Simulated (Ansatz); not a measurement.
Computed with DFT PBE, scalar-relativistic, plane waves, PAW in Ansatz 0.2.0. All cells share a 420 eV cutoff and Γ-centred k meshes spaced at most about 0.3 Å⁻¹ (about 0.25 or finer for metals, 2π included). Collinear spin in cells that started with moments and kept them past the coarse steps, no spin elsewhere.

All energies are static (0 K, no zero-point motion).

Two forms of VFeC4N4 were relaxed alike.

1. (site moments V -1.4; Fe 2.7 μB)

Space group P-43m (No. 215). a = 5.893 Å, b = 5.893 Å, c = 5.893 Å, α = 90.00°, β = 90.00°, γ = 90.00°
```csv
atom,site,symmetry,x,y,z
V,1a,-43m,0.0000,0.0000,0.0000
Fe,1b,-43m,0.5000,0.5000,0.5000
C,4e,.3m,0.1974,0.1974,0.1974
N,4e,.3m,0.3129,0.3129,0.3129
```

2. (site moments V -1.6; Fe 1.4 μB)

Space group P4/mmm (No. 123). a = 7.101 Å, b = 7.101 Å, c = 3.622 Å, α = 90.00°, β = 90.00°, γ = 90.00°
| atom | site | symmetry | x | y | z |
| --- | --- | --- | --- | --- | --- |
| V | 1c | 4/mmm | 0.5000 | 0.5000 | 0.0000 |
| Fe | 1a | 4/mmm | 0.0000 | 0.0000 | 0.0000 |
| C | 4j | m.2m | 0.1861 | 0.8139 | 0.0000 |
| N | 4j | m.2m | 0.3036 | 0.6964 | 0.0000 |

Task: Which would you expect to be lower, and how large is the difference?

Result: Cell 2 is lower, by 88 meV/atom. Cell 1 has space group P-43m (No. 215), 20.5 Å³/atom and no gap on its mesh; cell 2 has space group P4/mmm (No. 123), 18.3 Å³/atom and no gap. The shortest distance is 1.18 Å (C–N) in cell 1 and 1.18 Å (C–N) in cell 2. The denser one is the lower, and pressure would at first widen the difference. Even the lower one lies +0.29 eV/atom against the reference forms of the elements (uncorrected), so neither is stable at this level. In cell 1, V is surrounded by 4 C at 2.02 Å; Fe is surrounded by 4 N at 1.91 Å; C is surrounded by 1 N at 1.18 Å and 1 V at 2.02 Å; N has 1 C at 1.18 Å and 1 Fe at 1.91 Å. In cell 2, V has 4 N at 1.97 Å; Fe is surrounded by 4 C at 1.87 Å; C has 1 N at 1.18 Å and 1 Fe at 1.87 Å; N has 1 C at 1.18 Å and 1 V at 1.97 Å. Both come from invented guesses.

In such compounds of Fe and V a zero gap at this level may well be an artefact, since no Hubbard U is applied. Another magnetic order may lie lower. Cells relaxed within their symmetry can be saddle points.
